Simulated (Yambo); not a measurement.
Yambo run on BP (zinc blende, space group F-43m, No. 216). The wavefunctions are norm-conserving PBE (Quantum ESPRESSO, 76 Ry, no spin-orbit coupling) ones on a 6×6×6 mesh (4 occupied bands); a = b = c = 3.2047 Å, α = β = γ = 60.00°.

Yambo input:

```
rim_cut
HF_and_locXC
RandQpts= 1000000
RandGvec= 1 Ry
EXXRLvcs= 76 Ry
VXCRLvcs= 304 Ry
% QPkrange
 1 | 1 | 4 | 5 |
 4 | 4 | 4 | 5 |
 13 | 13 | 4 | 5 |
%
```

k points by index: 1 = Γ, 4 = L, 13 = X.

Table of the .hf output:

```
#    K-point    Band    Eo [eV]    Ehf [eV]    Vxc [eV]    Vnlxc [eV]
#
    1    4    0.000000    -1.642924    -13.31214    -14.95506
    1    5    3.413105    8.134682    -12.03647    -7.314895
    4    4    -1.761742    -4.236814    -13.03198    -15.50705
    4    5    3.801233    8.822717    -12.12141    -7.099924
    13    4    -4.127104    -7.559381    -12.50872    -15.94099
    13    5    1.340695    5.589940    -10.83952    -6.590276
```
Exchange alone, without screening.

Geometry of the Materials Project entry, not relaxed at this level.
